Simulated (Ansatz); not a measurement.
FeNi3 (Cu3Au type)

```xyz
4
Lattice="3.5443 0.0000 0.0000 0.0000 3.5443 0.0000 0.0000 0.0000 3.5443" Properties=species:S:1:pos:R:3 pbc="T T T"
Ni     0.0000     1.7721     1.7721
Ni     1.7721     1.7721     0.0000
Ni     1.7721     0.0000     1.7721
Fe     0.0000     0.0000     0.0000
```

The slice is a {100} plane (indices of the conventional cell) through the point (0.500, 0.500, 0.000) (fractional), spanned by u = [100] and v = [010] in vectors of this cell: u (3.54 Å) and v (3.54 Å, at 90° to u). It covers one period; positions are fractions (u, v).

These are PBE (plane waves to 420 eV, PAW, scalar-relativistic; Ansatz, a quantum-chemistry and plane-wave program) values and carry that method's errors. k mesh 13×13×13. Near the nuclei the fields are pseudised (PAW); where an atom keeps semicore shells as valence, they peak there. FeNi3 was relaxed with its symmetry unable to fall. Relaxed FeNi3 ends ferromagnetic. Other magnetic orders were not checked, so this need not be the ground state.

Task: What is the ELF at the midpoint of the shortest Ni–Fe line in this plane (2.51 Å)?

Result: 0.26.

Task: What is the valence density on the shortest Ni–Fe line in this plane (2.51 Å), at its midpoint?

Result: 0.32 e/Å³.

Task: Sketch the electron localisation function (ELF) on this plane as a map.

Result: 
```
|xxxxxxxx==::....::----======----::....::==xxxxxx|
|xxxxxx++--::....::--------------::....::--++xxxx|
|xxxx++==::....::--------::--------::....::==++xx|
|====--::::..::------::......::------::..::::--==|
|::::::....::----::..          ..::----::....::::|
|........::----::..              ..::----::......|
|......::----::..  ..::------::..  ..::----::....|
|::::::----::..  ::==**######**==::  ..::----::::|
|----------..  ..==##@@xxxxxx@@##==..  ..--------|
|==------::    ::**@@xxxxxxxxxx@@**::    ::------|
|====----..    --##xxxxxxxxxxxxxx##--    ..----==|
|====--::..    --##xxxxxxxxxxxxxx##--    ..::--==|
|====----..    --##xxxxxxxxxxxxxx##--    ..----==|
|==------::    ::**@@xxxxxxxxxx@@**::    ::------|
|----------..  ..==##@@xxxxxx@@##==..  ..--------|
|::::::----::..  ::==**######**==::  ..::----::::|
|......::----::..  ..::------::..  ..::----::....|
|........::----::..              ..::----::......|
|::::::....::----::..          ..::----::....::::|
|====--::::..::------::......::------::..::::--==|
|xxxx++==::....::--------::--------::....::==++xx|
|xxxxxx++--::....::--------------::....::--++xxxx|
|xxxxxxxx==::....::----======----::....::==xxxxxx|
|xxxxxxxx==::....::--==========--::....::==xxxxxx|
```
Scale: ten equal steps from 0.12 (start of ' ') to 0.52 (end of '@'), in the order ' .:-=+*#%@'. Values: electron localisation function (ELF). The map has 24 points along u (two characters each, u = 0 at the left) and 24 along v (v = 0 in the bottom row). Points within 0.5 Å of a nucleus are blanked (x), as the pseudised field means little there.
